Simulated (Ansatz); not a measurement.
**Relaxing selenium (diamond)**

Computed with DFT, BLYP, plane waves (420 eV) with PAW, scalar-relativistic (Ansatz 0.2.0). (PAW data from PBE, frozen cores regenerated.)

k-point mesh 9×9×9, Fermi-Dirac smearing 0.1 eV, no spin polarisation. Cell and atoms relax.

Starting structure:

```yaml
crystal:
  lattice:
    - [0.0, 3.0878327507, 3.0878327507]
    - [3.0878327507, 0.0, 3.0878327507]
    - [3.0878327507, 3.0878327507, 0.0]
  atoms:
    - { symbol: Se, position: [0.125, 0.125, 0.125] }
    - { symbol: Se, position: [0.875, 0.875, 0.875] }
hamiltonian:
  xc: blyp
  pseudopotentials:
    kind: paw
    azcp:
      Se: "pseudopotentials/Se.paw.azcp"
basis:
  ecutwfc: 420
  fft_grid_basis: typed
kpoints:
  mp_grid: { grid: [9, 9, 9], shift: [0, 0, 0] }
magnetization:
  spin_polarized: false
scf:
  occupations: { method: fermi_dirac, width: 0.1 }
relax:
  max_steps: 60
  f_tol: 0.01
  cell: {}
```

Question: The pressure at the start is 6.8 GPa. By how much does the volume change?

Answer: From 29.44 to 34.22 Å³ per atom, 16.2 %. The final cell has a = 6.493 Å.

Question: How much energy does the relaxation gain?

Answer: 88.5 meV per atom.

Path of the relaxation (the plane waves are chosen anew near the end, which can shift the energy a little):

| step | E − E(final) (meV/atom) | V (Å³/atom) | P (GPa) | max force (eV/Å) |
| --- | --- | --- | --- | --- |
| 0 | 88.50 | 29.442 | 6.77 | 0.000 |
| 1 | 0.53 | 33.961 | 0.25 | 0.000 |
| 2 | 0.36 | 34.163 | 0.05 | 0.000 |
| 3 | 0.35 | 34.216 | 0.00 | 0.000 |
| 4 | 0.00 | 34.216 | -0.01 | 0.000 |
